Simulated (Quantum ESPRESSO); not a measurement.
## Band energies of HgCdSe2

```
HgCdSe2
1.0
    4.32323     0.00000     0.00000
    0.00000     4.32323     0.00000
    0.00000     0.00000     6.09465
Se Cd Hg
2 1 1
Direct
  0.00000   0.50000   0.25254
  0.50000   0.00000   0.74746
  0.50000   0.50000   0.50000
  0.00000   0.00000   0.00000
```

norm-conserving PBEsol (Quantum ESPRESSO, 102 Ry, with spin-orbit coupling); path ΓXMΓZRAZ,XR,MA; energies in eV from the Fermi level.

| k (1/Å) | point | band 72 | band 73 | band 74 | band 75 | band 76 | band 77 | band 78 | band 79 |
|---|---|---|---|---|---|---|---|---|---|
| 0.00 | Γ | -0.01 | 0.00 | 0.00 | 2.86 | 2.86 | 3.11 | 3.11 | 4.89 |
| 0.36 |  | -0.26 | 1.53 | 1.55 | 3.20 | 3.23 | 4.40 | 4.56 | 4.97 |
| 0.73 | X | -0.87 | 2.55 | 2.55 | 3.29 | 3.29 | 5.31 | 5.31 | 5.58 |
| 1.21 |  | -1.94 | 2.76 | 2.82 | 3.14 | 3.24 | 3.34 | 3.35 | 3.85 |
| 1.45 | M | -2.10 | 2.57 | 2.57 | 2.80 | 2.80 | 2.91 | 2.91 | 3.64 |
| 1.56 |  | -2.07 | 2.60 | 2.63 | 2.84 | 2.87 | 2.99 | 3.03 | 3.68 |
| 1.86 |  | -1.51 | 2.73 | 2.76 | 3.28 | 3.30 | 4.19 | 4.32 | 4.47 |
| 2.28 |  | -0.27 | 0.96 | 0.97 | 3.28 | 3.37 | 3.38 | 3.46 | 4.78 |
| 2.48 | Γ | -0.01 | 0.00 | 0.00 | 2.86 | 2.86 | 3.11 | 3.11 | 4.89 |
| 2.58 |  | -0.07 | 0.38 | 0.38 | 2.89 | 2.89 | 3.12 | 3.12 | 4.89 |
| 2.89 |  | -0.84 | 2.06 | 2.06 | 2.94 | 2.94 | 3.35 | 3.35 | 4.04 |
| 3.00 | Z | -1.03 | 2.35 | 2.35 | 2.79 | 2.79 | 3.54 | 3.54 | 3.79 |
| 3.31 |  | -0.96 | 2.01 | 2.05 | 2.65 | 2.70 | 4.61 | 4.75 | 4.91 |
| 3.62 |  | -0.78 | 1.20 | 1.20 | 2.04 | 2.05 | 5.70 | 5.71 | 6.03 |
| 3.72 | R | -0.76 | 1.11 | 1.11 | 1.97 | 1.97 | 5.73 | 5.73 | 6.12 |
| 4.03 |  | -1.26 | 2.41 | 2.44 | 3.17 | 3.18 | 5.12 | 5.22 | 5.33 |
| 4.35 |  | -2.13 | 3.58 | 3.59 | 4.48 | 4.49 | 4.95 | 4.97 | 5.03 |
| 4.45 | A | -2.31 | 3.68 | 3.68 | 4.62 | 4.62 | 4.95 | 4.95 | 4.99 |
| 4.64 |  | -1.86 | 3.39 | 3.42 | 4.23 | 4.25 | 5.03 | 5.04 | 5.11 |
| 5.01 |  | -0.77 | 2.41 | 2.50 | 3.23 | 3.25 | 5.38 | 5.42 | 5.45 |
| 5.29 |  | -0.88 | 2.31 | 2.37 | 2.85 | 2.94 | 3.92 | 3.97 | 4.13 |
| 5.48 | Z | -1.03 | 2.35 | 2.35 | 2.79 | 2.79 | 3.54 | 3.54 | 3.79 |
| 5.48 | X | -0.87 | 2.55 | 2.55 | 3.29 | 3.29 | 5.31 | 5.31 | 5.58 |
| 5.89 |  | -0.80 | 1.28 | 1.28 | 2.10 | 2.10 | 5.69 | 5.69 | 6.07 |
| 5.99 | R | -0.76 | 1.11 | 1.11 | 1.97 | 1.97 | 5.73 | 5.73 | 6.12 |
| 5.99 | M | -2.10 | 2.57 | 2.57 | 2.80 | 2.80 | 2.91 | 2.91 | 3.64 |
| 6.10 |  | -2.12 | 2.66 | 2.66 | 2.92 | 2.92 | 3.04 | 3.04 | 3.72 |
| 6.51 | A | -2.31 | 3.68 | 3.68 | 4.62 | 4.62 | 4.95 | 4.95 | 4.99 |

Along the path the PBEsol gap is only about 0.01 eV, below what this setup resolves reliably; no G0W0 run was built on it. Semilocal functionals shrink small gaps, and the order of the bands at the edge may be inverted.

Geometry relaxed with PBEsol.

The structure is a Materials Project entry; no match was found in the copy of COD used, and its stability was not checked.
